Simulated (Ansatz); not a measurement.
DFT+U series on RbGdO2 (R-3m)

The source of the geometry is a structure as deposited in COD; atoms and cell stay fixed.

Common settings: PBEsol, 9×9×9 k mesh, Fermi–Dirac smearing of 0.08 eV. PAW means Ansatz 0.2.0 on its default frozen-core files; LAPW is all-electron LAPW in Ansatz 0.2.0. Site moments are integrated in spheres about the atoms, whose radii differ between the methods.

Input of the first run:

```yaml
crystal:
  lattice:
    - [1.774, 1.0242193775, 6.5266666667]
    - [-1.774, 1.0242193775, 6.5266666667]
    - [0.0, -2.0484387551, 6.5266666667]
  atoms:
    - { symbol: Rb, position: [0.0, 0.0, 0.0] }
    - { symbol: Gd, position: [0.5, 0.5, 0.5], spin: 7.0 }
    - { symbol: O, position: [0.22, 0.22, 0.22] }
    - { symbol: O, position: [0.78, 0.78, 0.78] }
magnetization:
  spin_polarized: true
kpoints:
  mp_grid: { grid: [9, 9, 9] }
scf:
  occupations: { method: fermi_dirac, width: 0.08 }
hamiltonian:
  xc: pbesol
  pseudopotentials: { kind: paw }
output:
  forces: true
  stress: true
  eigenvalues: true
  hubbard: { sites: [{ species: Gd, l: f }] }
  populations: true
  write_density: true
  write_potential: true
  elf: true
  volumetric_format: npy
```

Command: `ansatz run input.yaml --threads 2 --pin off --max-ram 6144MiB --backend cpu --events-out ev --progress --plain --runs-dir out`

The input for «U = 3 eV on Gd f» by LAPW differs from it in these lines, output keys apart:

```diff
-  pseudopotentials: { kind: paw }
+  pseudopotentials: { kind: all_electron, lapw: { basis_error: 0.001 } }
+  hubbard: { sites: [{ species: Gd, l: f, u_eff: 3 }] }
```

U is Dudarev's effective value on Löwdin-orthogonalised free-atom orbitals with fully localised double counting, unless a row says otherwise (a row with U and J takes Liechtenstein's form); the search for lower states is left at its default. Gaps are Kohn–Sham gaps on the k mesh over both spins.

```json
{"run": "no U", "largest site moment PAW (μB)": "6.77", "largest site moment LAPW (μB)": "6.90", "gap PAW (eV)": "2.34", "gap LAPW (eV)": "2.34", "Gd f electrons PAW": "7.14", "electrons LAPW": "7.12", "P PAW (GPa)": "1.2", "P LAPW (GPa)": "1.2"}
{"run": "U = 1 eV on Gd f", "largest site moment PAW (μB)": "6.79", "largest site moment LAPW (μB)": "6.91", "gap PAW (eV)": "2.48", "gap LAPW (eV)": "2.48", "Gd f electrons PAW": "7.10", "electrons LAPW": "7.10", "P PAW (GPa)": "1.3", "P LAPW (GPa)": "1.3"}
{"run": "U = 3 eV on Gd f", "largest site moment PAW (μB)": "6.82", "largest site moment LAPW (μB)": "6.94", "gap PAW (eV)": "2.64", "gap LAPW (eV)": "2.64", "Gd f electrons PAW": "7.08", "electrons LAPW": "7.08", "P PAW (GPa)": "1.6", "P LAPW (GPa)": "1.6"}
{"run": "U = 5 eV on Gd f", "largest site moment PAW (μB)": "6.84", "largest site moment LAPW (μB)": "6.96", "gap PAW (eV)": "2.72", "gap LAPW (eV)": "2.72", "Gd f electrons PAW": "7.06", "electrons LAPW": "7.06", "P PAW (GPa)": "1.9", "P LAPW (GPa)": "1.9"}
```

How does the PAW gap respond to U?

From U = 0 to 5 eV it goes from 2.34 to 2.72 eV, a mean slope of 0.07, by way of 2.34, 2.48, 2.64, 2.72 eV. A slope near one would mean that both band edges belong to the corrected shell, and a slope near zero that neither does.

The PAW files were made with PBE; the program remakes their cores once for the run's functional and then keeps them frozen. Spin–orbit coupling is left out although heavy atoms are present. With open f shells a run can end in a state that isn't the lowest. None of this fixes the real material's magnetic order: only patterns that fit the cell were computed, without spin fluctuations and on one mesh and smearing, with a functional that can overstate moments.
